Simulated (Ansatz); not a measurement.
AlN:
Space group P6₃mc (No. 186); a = 3.0886 Å, b = 3.0886 Å, c = 4.9432 Å, α = 90.00°, β = 90.00°, γ = 120.00°

| atom | site | symmetry | x | y | z |
|---|---|---|---|---|---|
| Al | 2b | 3m. | 0.6667 | 0.3333 | 0.4990 |
| N | 2b | 3m. | 0.3333 | 0.6667 | 0.3810 |

Relaxed with LDA.

Task: Decompose the optical modes at the zone centre into irreducible representations, and say which are infrared and Raman allowed.

Result: Point group 6mm: Γ_opt = A1 + 2B1 + E1 + 2E2. Infrared: A1, E1. Raman: A1, E1, E2.

Task: Assign frequencies (DFPT, the program Ansatz at the LDA level (PAW); without the LO–TO term).

Result: E2 240, B1 554, A1 621, E2 668, E1 679, B1 730 cm⁻¹.

Subscripts of B labels follow the axes of the standard setting.

Space group P6_3mc (wurtzite). The cell was relaxed with LDA under the symmetry of its start; phonons on a q-mesh show no instability.

Potentials: the earlier of the program's two PAW sets.
